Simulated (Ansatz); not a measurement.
# Pressure against volume: Sb

```yaml
crystal:
  lattice:
    - [3.36900, 0.00000, 0.00000]
    - [-1.68450, 2.91764, 0.00000]
    - [0.00000, 0.00000, 5.33000]
  atoms:
    - { symbol: Sb, position: [0.33333, 0.66667, 0.25000] }
    - { symbol: Sb, position: [0.66667, 0.33333, 0.75000] }
```

The cell is COD entry 1539203, as deposited and not checked against the literature; nothing was relaxed.

No spin–orbit coupling, which matters for the heavy atoms here.

Levels of theory: DFT, LDA, all-electron LAPW, scalar-relativistic (Ansatz 0.2.0); DFT, LDA, PAW with Ansatz's default frozen-core files, scalar-relativistic (Ansatz 0.2.0).

For LAPW: a Γ-centred 12×12×7 k mesh, Fermi–Dirac smearing of 0.03 eV, basis error target 0.5 meV/atom, no spin polarisation. PAW takes a cutoff of 420 eV at this cell (files made with PBE, cores remade for this functional). The Ansatz runs share mesh, smearing and spin set-up. Plane-wave (PAW) pressures include the program's estimate of the Pulay term.

The cell above is scaled evenly, with fractional coordinates and shape held.

(1) Estimate the equilibrium volume and bulk modulus that LAPW (all electrons) gives for this fixed shape.

Answers

(1) V0 = 25.69 Å³/atom, B0 = 72 GPa, B0′ = 4.1, from a third-order Birch–Murnaghan fit to these pressures:
| V/V(cell) | V (Å³/atom) | P, LAPW (GPa) | P, PAW (GPa) |
| --- | --- | --- | --- |
| 0.9400 | 24.624 | 3.33 | 3.30 |
| 0.9600 | 25.148 | 1.62 | 1.59 |
| 0.9800 | 25.672 | 0.06 | 0.04 |
| 0.9900 | 25.934 | -0.66 | -0.68 |
| 1.0000 | 26.196 | -1.34 | -1.37 |
| 1.0100 | 26.458 | -1.99 | -2.01 |
| 1.0200 | 26.720 | -2.60 | -2.63 |
| 1.0400 | 27.244 | -3.74 | -3.76 |
| 1.0600 | 27.767 | -4.75 | -4.77 |
